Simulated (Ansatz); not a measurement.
**Na (Im-3m): elastic constants by finite strains**

Method: PBEsol, all-electron LAPW in Ansatz 0.2.0, scalar-relativistic.

The cell comes from a PAW relaxation under the same functional.

Launched as:

```sh
ansatz run input.yaml --threads 1 --pin off --max-ram 2560MiB --backend cpu --events-out ev --progress --plain --runs-dir out
```

Input:

```yaml
crystal:
  lattice:
    - [-2.08510313459, 2.08510313459, 2.08510313459]
    - [2.08510313459, -2.08510313459, 2.08510313459]
    - [2.08510313459, 2.08510313459, -2.08510313459]
  atoms:
    - { symbol: Na, position: [0.0, 0.0, 0.0] }
kpoints:
  mp_grid: { grid: [16, 16, 16] }
scf:
  occupations: { method: fermi_dirac, width: 0.08 }
hamiltonian:
  xc: pbesol
  pseudopotentials: { kind: all_electron, lapw: { basis_error: 0.001 } }
elastic:
  mode: relaxed_ion
  stencil: two_point
  amplitude: 0.008
```

Output (shortened where marked):

```
Warning: RAYON_NUM_THREADS=1 ignored (pool sized by the plan → 1); use --threads N
LAPW: plane waves up to 4.833 Å⁻¹, error target 1.0e-3 eV per atom; small_component_spin mean_spin; Na in spheres of 1.752 Å, 9 of its electrons in bands, Dirac shells [] (how accurate: ...
Engine: ansatz 0.2.0, x86_64-unknown-linux-gnu
Pseudopotentials: kind: all_electron
Pseudopotential: Na, LAPW, valence charge 9, lapw/all_electron/scalar/gaussian/Na, Koelling and Harmon's equation, gaussian nucleus
Functional definition: PBEsol
  exchange = pbesol_x
  correlation = pbesol_c
Crystal: 1 atoms, lattice volume = 36.261 Å³
Basis set: ecut = 88.99202912173936 eV, 79 PW (Γ), exchange–correlation at level 2
Bands: 9, of which v1, the nominal top of the filled ones, is band 5 counted from 1 (4 counted from 0)
Symmetry: 48 space group operations
Space group: Im-3m (ITA 229), of the structure as read, at distance tolerance 3.3e-5 Å
k-points: 145 of 4096
Non-local potential: Na, projectors of the file, none
Initial density: superposition of atomic densities (chi_scale 0.1, normalization cell)
Initial wavefunctions: plane waves of lowest kinetic energy (no species holds an atomic orbital)
Functional: x = pbesol(κ = 0.804, μ = 0.12345679012345678), c = pbesol(β = 0.046)
iter 1 solved again at ethr=2.44e-5 eV; its pass at ethr=1.00e-1 eV (dr2=2.19e-3 eV) is discarded
SCF iter   1: F=—  HF=-4409.541045 eV  |F-HF|=—  |Δ(HF+E_count)|=         —  Δρ=2.14e-3  dr2=2.19e-3  ethr=2.44e-5  ⟨swp⟩=4.1  Hψ=10141  notcnv=0
preconditioner: auto → Kerker (q_TF=auto, 2.163 Å⁻¹)  [metal: Δε(μ)=0.061 eV  Ē_g=7.961 eV  σ=0.080 eV  W_gap=0.19  n_scr=12 (ndim 8)  ℏωp=6.2 eV  f_vac=0.000  D(μ)=0.45/eV (n_scr^D=0)]
SCF iter   2: F=—  HF=-4409.539318 eV  |F-HF|=—  |Δ(HF+E_count)|=   1.73e-3  Δρ=1.45e-3  dr2=1.12e-3  ethr=2.44e-5  ⟨swp⟩=2.0  Hψ=3680  notcnv=0
SCF iter   3: F=—  HF=-4409.539209 eV  |F-HF|=—  |Δ(HF+E_count)|=   1.10e-4  Δρ=6.36e-4  dr2=2.61e-4  ethr=1.24e-5  ⟨swp⟩=2.0  Hψ=3680  notcnv=0
SCF iter   4: F=—  HF=-4409.539210 eV  |F-HF|=—  |Δ(HF+E_count)|=   1.52e-6  Δρ=3.45e-4  dr2=8.28e-5  ethr=2.89e-6  ⟨swp⟩=2.0  Hψ=3680  notcnv=0
iter 5 solved again at ethr=7.42e-9 eV; its pass at ethr=9.19e-7 eV (dr2=6.68e-7 eV) is discarded
SCF iter   5: F=—  HF=-4409.539253 eV  |F-HF|=—  |Δ(HF+E_count)|=   4.28e-5  Δρ=3.97e-5  dr2=6.68e-7  ethr=7.42e-9  ⟨swp⟩=2.0  Hψ=6241  notcnv=0
SCF iter   6: F=—  HF=-4409.539253 eV  |F-HF|=—  |Δ(HF+E_count)|=   3.52e-9  Δρ=9.40e-6  dr2=2.92e-8  ethr=7.42e-9  ⟨swp⟩=2.0  Hψ=3680  notcnv=0
SCF iter   7: F=—  HF=-4409.539253 eV  |F-HF|=—  |Δ(HF+E_count)|=   4.67e-9  Δρ=1.06e-6  dr2=3.80e-10  ethr=3.25e-10  ⟨swp⟩=2.0  Hψ=3680  notcnv=0
SCF iter   8: F=—  HF=-4409.539253 eV  |F-HF|=—  |Δ(HF+E_count)|=  5.58e-10  Δρ=2.05e-7  dr2=1.20e-11  ethr=4.23e-12  ⟨swp⟩=2.7  Hψ=3776  notcnv=0
SCF iter   9: F=-4409.539253 eV  HF=-4409.539253 eV  |F-HF|=9.09e-13  |Δ(HF+E_count)|=  2.36e-11  Δρ=1.24e-8  dr2=2.57e-14  ethr=1.00e-12  ⟨swp⟩=2.0  Hψ=3680  notcnv=0
SCF 1 converged in 9 iterations: F = -4409.539253 eV  dr2 = 2.57e-14
Crystal: 1 atoms, lattice volume = 35.971 Å³
Basis set: ecut = 89.469840105038 eV, 79 PW (Γ), exchange–correlation at level 2
[... 44 lines left out ...]
SCF iter   2: F=—  HF=-4409.539204 eV  |F-HF|=—  |Δ(HF+E_count)|=   3.94e-8  Δρ=9.69e-6  dr2=5.48e-8  ethr=1.09e-9  ⟨swp⟩=2.0  Hψ=15793  notcnv=0
iter 3 solved again at ethr=1.25e-11 eV; its pass at ethr=6.09e-10 eV (dr2=1.12e-9 eV) is discarded
SCF iter   3: F=—  HF=-4409.539204 eV  |F-HF|=—  |Δ(HF+E_count)|=   2.58e-8  Δρ=1.66e-6  dr2=1.13e-9  ethr=1.25e-11  ⟨swp⟩=2.0  Hψ=26788  notcnv=0
SCF iter   4: F=—  HF=-4409.539204 eV  |F-HF|=—  |Δ(HF+E_count)|=   1.03e-9  Δρ=3.23e-7  dr2=3.11e-11  ethr=1.25e-11  ⟨swp⟩=2.4  Hψ=16059  notcnv=0
SCF iter   5: F=—  HF=-4409.539204 eV  |F-HF|=—  |Δ(HF+E_count)|=  3.87e-10  Δρ=1.71e-7  dr2=7.57e-12  ethr=1.00e-12  ⟨swp⟩=2.0  Hψ=15791  notcnv=0
SCF iter   6: F=—  HF=-4409.539204 eV  |F-HF|=—  |Δ(HF+E_count)|=  4.46e-11  Δρ=4.72e-8  dr2=5.61e-13  ethr=1.00e-12  ⟨swp⟩=2.0  Hψ=15791  notcnv=0
SCF iter   7: F=-4409.539204 eV  HF=-4409.539204 eV  |F-HF|=2.73e-12  |Δ(HF+E_count)|=  4.55e-12  Δρ=4.60e-9  dr2=6.42e-15  ethr=1.00e-12  ⟨swp⟩=2.0  Hψ=15791  notcnv=0
SCF 5 converged in 7 iterations: F = -4409.539204 eV  dr2 = 6.42e-15
SCF converged after 9 iterations
Free energy (F): -4409.539253 eV
Harris-Foulkes:  -4409.539253 eV  (|F-HF|=9.09e-13)
Internal energy: -4409.529716 eV  (E = F + TS)
E sigma→0 (E₀):  -4409.534484 eV
Entropy (-TS):   -0.009537 eV (-9.537 meV/atom)
Fermi energy:    1.660457 eV
--- Per-component energies (eV) ---
  E_band       = -240.736373
  E_kinetic    = 4411.115223
  E_xc         = -379.735278
  E_electrostatic = -8440.909661  (all electrons and nuclei)
  E_smearing   = -0.009537  (= −TS)
  E_closure    = 0.000000  (closes the sum)
  Σ components = -4409.539253   (vs F -4409.539253, Δ=0.00e0)
  Basis errors (estimates in eV, not in F): energy 2.8e-4 per atom: plane waves 2.8e-4 (1.5e-4 summed), levels above the bands 3.5e-46, relativity 2.3e-9, radial functions 1.7e-6, core shells 1.5e-17; eigenvalues (radial ...
--- Forces (eV/Å), atoms counted from 1 ---
  atom   1  Na    -0.00000000     0.00000000    -0.00000000
  max |Σ_I F_I| component: 2.93e-32 eV/Å
--- Stress (GPa, compression-positive) ---
        0.014876       0.000000       0.000000
        0.000000       0.014876      -0.000000
        0.000000      -0.000000       0.014876
  P = ⅓ Tr σ = 0.0149 GPa (0.149 kbar)
--- Elastic constants: 2 strain directions × 2 members + reference (group order 48) ---
  dense FFT box of the reference and of every strained cell: 12×12×12
  strains applied: 11, 23; error gains: componentwise 1.00 (the most a stress slope's error grows in a printed constant), spectral 1.73 (1 for all six strains in a standard setting)
  C = ∂σ_k/∂η_j (tension-positive GPa; Voigt order 11 22 33 23 13 12):
         9.011      7.339      7.339      0.000     -0.000     -0.000
         7.339      9.011      7.339     -0.000      0.000      0.000
         7.339      7.339      9.011     -0.000      0.000      0.000
        -0.000      0.000     -0.000      6.742      0.000     -0.000
        -0.000      0.000      0.000     -0.000      6.742      0.000
         0.000     -0.000      0.000     -0.000     -0.000      6.742
  reference stress σ⁰ (GPa):     -0.015     -0.015     -0.015      0.000     -0.000     -0.000
  no Pulay correction (none for the plane-wave cutoff is built on LAPW): the batch's stresses and constants are at fixed plane waves
  C* (energy form; C + prestress term) asymmetry max|C*_kj − C*_jk| = 2.665e-15 GPa — a small one proves nothing (zero by symmetry where the batch's group is 432, −43m or m−3m); a large one is finite-difference/SCF noise where ...
  moduli (Voigt/Reuss/Hill, GPa): K = 7.90/7.90/7.90   G = 4.38/1.76/3.07   E = 8.16   ν = 0.328
  mechanically stable: yes (min eigenvalue of sym C = 1.67 GPa)
  where every solve meets its electron count the energy-path curvature estimates C_jj along a normal strain and C_jj − ¼(σ⁰_aa + σ⁰_bb) along a shear (ab), closely only under elastic.basis: deformed
  strain η (Voigt 11):  stress-route row diagonal C_11 = 9.01 GPa, energy-path curvature d²(F+E_count)/dδ²/Ω₀ = 9.01 GPa
         δ    σ_11 (GPa)             F (eV)   n_scf  n_hpsi   n_pw
    -8.000e-3      -0.0892       -4409.5391594       7   96615     79   relax 0 steps, max|allowed force component| 0.00e0 eV/Å
     8.000e-3       0.0549       -4409.5392160       7   96433     79   relax 0 steps, max|allowed force component| 0.00e0 eV/Å
  strain η (Voigt 23):  stress-route row diagonal C_44 = 6.74 GPa, energy-path curvature d²(F+E_count)/dδ²/Ω₀ = 6.75 GPa
         δ    σ_23 (GPa)             F (eV)   n_scf  n_hpsi   n_pw
    -8.000e-3      -0.0539       -4409.5392040       7  171577     79   relax 0 steps, max|allowed force component| 0.00e0 eV/Å
     8.000e-3       0.0539       -4409.5392040       7  172361     79   relax 0 steps, max|allowed force component| 0.00e0 eV/Å
```

Self-consistency was reached.

### Elastic constants

Elastic constants of a crystal by Kohn-Sham DFT: slopes of the stress over finite engineering strains of the given cell, Voigt indices, Cartesian axes as in the input.

```json
{"Pressure at rest": "0.015 GPa", "Least elastic eigenvalue": "1.67 GPa", "Elastically stable": "yes"}
```

```tsv
index	elastic (GPa)
11	9.01
12	7.34
44	6.74
```

Elastic moduli:

Hill averages of a grain aggregate, Debye temperature from the mean sound speed over directions.

```
Bulk modulus                     : 7.896 GPa
Shear modulus                    : 3.071 GPa
Young modulus                    : 8.156 GPa
Poisson ratio                    : 0.3279
Bulk over shear modulus          : 2.571
Elastic anisotropy index         : 7.425
Least young modulus              : 2.423 GPa
Largest young modulus            : 15.74 GPa
Longitudinal sound speed         : 3375 m/s
Transverse sound speed           : 1708 m/s
Elastic debye temperature        : 159.4 K
Linear compressibility (x, y, z) : 42.21, 42.21, 42.21 1/TPa
Zener ratio                      : 8.063
Cauchy pressure                  : 0.6 GPa
```

**Strained cells**

Stress of each strained cell less that at rest, tension positive.

```
strain component  strain  stress xx (GPa)  stress yy (GPa)  stress zz (GPa)  stress yz (GPa)  stress xz (GPa)  stress xy (GPa)  relaxation steps
              xx  -0.008          -0.0743          -0.0594          -0.0594                0                0                0                 0
              xx   0.008           0.0698            0.058            0.058                0                0                0                 0
              yz  -0.008          -0.0008                0                0          -0.0539                0                0                 0
              yz   0.008          -0.0008                0                0           0.0539                0                0                 0
```

Known limits: responses of metals move with mesh and smearing.

Cost: 35 s on 1 thread of Intel(R) Xeon(R) Platinum 8488C (Sapphire Rapids) (shared host), peak memory 0.39 GiB.
